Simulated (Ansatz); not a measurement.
Relaxed PbTe (rock salt):

```
PbTe
1.0
    0.00000     3.28470     3.28470
    3.28470     0.00000     3.28470
    3.28470     3.28470     0.00000
Te Pb
1 1
Cartesian
  0.00000   0.00000   0.00000
  3.28470   3.28470   3.28470
```

In each cell atom 2 (Pb, nearest neighbour Te at 3.285 Å; its periodic images, 4.6 Å or more away, move with it) moves by s·(0.577, 0.577, 0.577) (along Cartesian [111]), the rest being held.

Calculation: PBE (plane waves to 420 eV, PAW, scalar-relativistic; Ansatz, a quantum-chemistry and plane-wave program). k mesh 7×7×7 (Γ-centred), Fermi-Dirac smearing 0.05 eV. E stands for the smeared free energy. Compression counts positive. F∥ is the force on the atom along that direction. PbTe was relaxed with its symmetry unable to fall. Spin-orbit coupling is left out, though Pb and Te are heavy. The PAW data are Ansatz's earlier set. The zero of ΔE is the undisplaced structure.

```json
[
 {"s (Å)": "-0.990", "P (GPa)": "8.92", "ΔE (meV/cell)": "874", "F∥ (eV/Å)": "2.138"},
 {"s (Å)": "-0.792", "P (GPa)": "___", "ΔE (meV/cell)": "___", "F∥ (eV/Å)": "1.712"},
 {"s (Å)": "-0.594", "P (GPa)": "3.53", "ΔE (meV/cell)": "___", "F∥ (eV/Å)": "1.085"},
 {"s (Å)": "-0.396", "P (GPa)": "1.60", "ΔE (meV/cell)": "57", "F∥ (eV/Å)": "___"},
 {"s (Å)": "-0.198", "P (GPa)": "0.40", "ΔE (meV/cell)": "6", "F∥ (eV/Å)": "0.093"},
 {"s (Å)": "0.000", "P (GPa)": "-0.01", "ΔE (meV/cell)": "0", "F∥ (eV/Å)": "0.000"},
 {"s (Å)": "0.198", "P (GPa)": "0.40", "ΔE (meV/cell)": "6", "F∥ (eV/Å)": "-0.093"},
 {"s (Å)": "0.396", "P (GPa)": "1.60", "ΔE (meV/cell)": "57", "F∥ (eV/Å)": "___"},
 {"s (Å)": "0.594", "P (GPa)": "3.53", "ΔE (meV/cell)": "___", "F∥ (eV/Å)": "-1.085"},
 {"s (Å)": "0.792", "P (GPa)": "___", "ΔE (meV/cell)": "___", "F∥ (eV/Å)": "-1.712"},
 {"s (Å)": "0.990", "P (GPa)": "8.92", "ΔE (meV/cell)": "874", "F∥ (eV/Å)": "-2.138"}
]
```

### Question
What belongs in the gaps?

### Answer

- -0.792, P (GPa): 6.04
- -0.792, ΔE (meV/cell): 488
- -0.594, ΔE (meV/cell): 209
- -0.396, F∥ (eV/Å): 0.475
- 0.396, F∥ (eV/Å): -0.475
- 0.594, ΔE (meV/cell): 209
- 0.792, P (GPa): 6.04
- 0.792, ΔE (meV/cell): 488

(A displaced cell: forces are minus the slopes of the energy, force constants its curvatures, and phonons follow from these.)
